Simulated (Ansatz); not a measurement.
CdS (zinc blende)

```yaml
crystal:
  lattice:
    - [0.00000, 2.96331, 2.96331]
    - [2.96331, 0.00000, 2.96331]
    - [2.96331, 2.96331, 0.00000]
  atoms:
    - { symbol: S, position: [0.75000, 0.75000, 0.75000] }
    - { symbol: Cd, position: [0.00000, 0.00000, 0.00000] }
```

The slice is a {110} plane (indices of the conventional cell) through the point (0.750, 0.750, 0.750) (fractional), spanned by u = [100] and v = [1 -1 -1] in vectors of this cell: u (4.19 Å) and v (5.93 Å, at 90° to u). It covers one period; positions are fractions (u, v).

Computed with PBE (plane waves to 420 eV, PAW, scalar-relativistic; Ansatz, an electronic-structure program). k mesh 10×10×10. Inside the PAW spheres the values are not all-electron values, and peaks at nuclei hang on which shells count as valence. CdS was relaxed with its symmetry unable to fall.

Question: Around which element is the density of the highest valence band (whole band, smooth part) largest on this plane?

Answer: S. Mean over a disc round each atom, of radius 0.45 times the shortest bond: S 0.186, Cd 0.016 e/Å³.

Question: Predict the map of the density of the lowest conduction band (whole band as if filled, smooth part) on the slice.

Answer: 
```
v \ u   0.00   0.09   0.17   0.26   0.35   0.43   0.52   0.61   0.70   0.78   0.87   0.96
-----  -----  -----  -----  -----  -----  -----  -----  -----  -----  -----  -----  -----
0.88   0.129  0.078  0.016  0.019  0.050  0.049  0.043  0.054  0.036  0.010  0.040  0.114
0.75   0.017  0.021  0.039  0.066  0.017  0.098  0.211  0.011  0.055  0.054  0.027  0.018
0.62   0.026  0.031  0.047  0.072  0.081  0.054  0.043  0.070  0.081  0.059  0.037  0.027
0.50   0.026  0.026  0.028  0.031  0.035  0.038  0.038  0.037  0.033  0.030  0.027  0.026
0.38   0.026  0.025  0.022  0.018  0.016  0.014  0.014  0.015  0.017  0.020  0.023  0.026
0.25   0.017  0.018  0.018  0.016  0.012  0.011  0.010  0.011  0.014  0.017  0.018  0.018
0.12   0.129  0.122  0.075  0.033  0.018  0.014  0.014  0.015  0.023  0.050  0.102  0.129
0.00   0.062  0.169  0.134  0.037  0.023  0.034  0.038  0.028  0.024  0.074  0.183  0.102
```

Values: density of the lowest conduction band (whole band as if filled, smooth part) in e/Å³.
